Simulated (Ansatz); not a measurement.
The calculation used Ansatz, DFT PBE, scalar-relativistic, plane waves, PAW. All cells share a 420 eV cutoff and Γ-centred k meshes spaced at most about 0.3 Å⁻¹ (about 0.25 or finer for metals, 2π included). No spin polarisation in the final relaxations.

These are static total energies at zero pressure.

Two forms of HfH5 were relaxed alike.

1.

```xyz
6
Lattice="3.5437 0.0000 0.0000 -1.7719 3.0690 0.0000 0.0000 0.0000 3.1157" Properties=species:S:1:pos:R:3 pbc="T T T"
Hf    0.0000    0.0000    0.0000
H    -0.8859    1.5345    1.5578
H     0.0000    2.0460    0.0000
H     1.7719    1.0230    0.0000
H     1.7719    0.0000    1.5578
H     0.8859    1.5345    1.5578
```

2.

```xyz
6
Lattice="3.0719 0.0000 0.0000 0.0000 3.0719 0.0000 0.0000 0.0000 5.5298" Properties=species:S:1:pos:R:3 pbc="T T T"
Hf    1.5360    1.5360    5.3824
H     0.0000    0.0000    4.7640
H     1.5360    1.5360    2.3505
H     0.0000    1.5360    1.0302
H     1.5360    0.0000    1.0302
H     1.5360    1.5360    3.1740
```

Problem. Which is lower in energy, and by how much?

Solution. Cell 2 is lower, by 204 meV/atom. Cell 1 has the CaCu5 type, space group P6/mmm (No. 191), 5.6 Å³/atom and no gap on its mesh; cell 2 has space group P4mm (No. 99), 8.7 Å³/atom and no gap. Counting H atoms around Hf (those within 1.25 times the shortest such distance or 1.15 times the sum of covalent radii, 1.27 where that leaves under three; a plus sign parts nearer from farther groups), cell 1 has Hf 6+12 and cell 2 has Hf 4+5. Cell 2 holds H–H pairs (shortest 0.82 Å); in cell 1 the shortest H–H distance is 1.77 Å. The lower one is the more open, so pressure narrows the difference. Even the lower one lies +0.06 eV/atom against the reference forms of the elements (uncorrected), a margin that errors in the energy of the gaseous reference can exceed. Both come from invented guesses. A third cell relaxed alike, in Cmmm, lies 31 meV/atom below the lower of the two.

Spin–orbit coupling, which can matter for Hf, is left out. With hydrogen, zero-point motion can shift such differences by 10 meV/atom or more. A magnetic state wasn't ruled out in cells without spin, among them P6/mmm, P4mm. Cells relaxed within their symmetry can be saddle points.
